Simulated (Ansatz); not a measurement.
A relaxed structure of Sb is spoiled in several ways and relaxed again each time (noise and exchanges are one random draw each; pressure is positive under compression). Computed with PBE (plane waves to 420 eV, PAW, scalar-relativistic; Ansatz, an electronic-structure program).

```cif
data_Sb6
_chemical_formula_sum 'Sb6'
_space_group_name_H-M_alt 'R-3m :H'
_space_group_IT_number 166
_space_group_name_Hall '-R 3 2"'
_cell_length_a 4.37465
_cell_length_b 4.37465
_cell_length_c 11.53832
_cell_angle_alpha 90.000
_cell_angle_beta 90.000
_cell_angle_gamma 120.000
loop_
_atom_site_label
_atom_site_type_symbol
_atom_site_symmetry_multiplicity
_atom_site_Wyckoff_symbol
_atom_site_fract_x
_atom_site_fract_y
_atom_site_fract_z
_atom_site_occupancy
Sb1 Sb 6 c 0.00000 0.00000 0.23275 1
```
(The calculation used a cell of 2 atoms; values per cell refer to that cell.)

| change | first pressure (GPa) | largest first force (eV/Å) | released (eV/atom) | moves | outcome | final group | E − E(parent) (eV/atom) |
|---|---|---|---|---|---|---|---|
| with every coordinate shifted by Gaussian noise of σ = 0.2 Å | 11.2 | 5.92 | 0.59 | 9 | returns to the parent | R-3m | 0.00 |
| with every coordinate shifted by Gaussian noise of σ = 0.45 Å | -2.3 | 0.31 | 0.06 | 10 | returns to the parent | R-3m | 0.00 |

First-step values come from each run's starting, coarser k-mesh (9×9×9). The runs use different k-meshes, so differences are rounded accordingly. No spin polarisation in the result.
